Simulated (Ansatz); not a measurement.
MgTe:
```
CELL_PARAMETERS angstrom
      0.00000     2.95286     2.95286
      2.95286     0.00000     2.95286
      2.95286     2.95286     0.00000
ATOMIC_POSITIONS crystal
  Mg 0.00000 0.00000 0.00000
  Te 0.50000 0.50000 0.50000
```

The program Ansatz at the PBEsol level (PAW) gives a gap of 0.45 eV without spin–orbit coupling, maximum on the K–Γ line, 82 % of the way from K, minimum at X.

**Question.** What happens when spin–orbit coupling is switched on?

**Answer.** The gap closes at this level.

Space group Fm-3m (rock salt). The workflow started from a Materials Project entry (that database holds measured and hypothetical structures alike); the Crystallography Open Database copy checked does not list it. COD files the formula under space group No. 186, so this cell is another polymorph or a model. Whether it is the stable phase at ambient conditions was not checked. The PBEsol relaxation kept the symmetry of its start; its stability against distortions is not shown here.

Potentials: the later of the program's two PAW sets.
